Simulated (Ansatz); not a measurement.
Two states of EuMn2Sb2

```
Sb Mn Eu
1.0
     4.61208    0.00000    0.00000
    -2.30604    3.99418    0.00000
     0.00000    0.00000    7.73053
Sb Mn Eu
2 2 1
Direct
  0.33330 0.66670 0.26000
  0.66670 0.33330 0.74000
  0.33330 0.66670 0.62000
  0.66670 0.33330 0.38000
  0.00000 0.00000 0.00000
```

Single point in Ansatz 0.2.0 with PBE. Cutoff 420 eV, PAW datasets, 6×6×3 Γ-centred k mesh, fermi-dirac filling (width 0.1 eV).

State A: Mn3 up, Mn4 up, Eu5 up (collinear spin). State B: Mn3 up, Mn4 down, Eu5 up (collinear spin).

Problem. Compare the two self-consistent states.

Solution. State B is lower by 96.1 meV an atom at zero smearing; in free energy at this smearing B lies -86.4 meV an atom from A.

```json
{"state": "A", "free energy (meV/atom)": "86.4", "largest moment in a small sphere (μB)": "6.84", "net moment (μB/cell)": "15.80", "gap on mesh (eV)": "metal", "pressure (GPa)": "-2.4", "largest force (eV/Å)": "0.07"}
{"state": "B", "free energy (meV/atom)": "0.0", "largest moment in a small sphere (μB)": "6.80", "net moment (μB/cell)": "6.91", "gap on mesh (eV)": "metal", "pressure (GPa)": "-3.4", "largest force (eV/Å)": "0.36"}
```

Origin: a database entry at a rescaled volume. Caveats: f shells without a U or exact exchange are poorly placed.
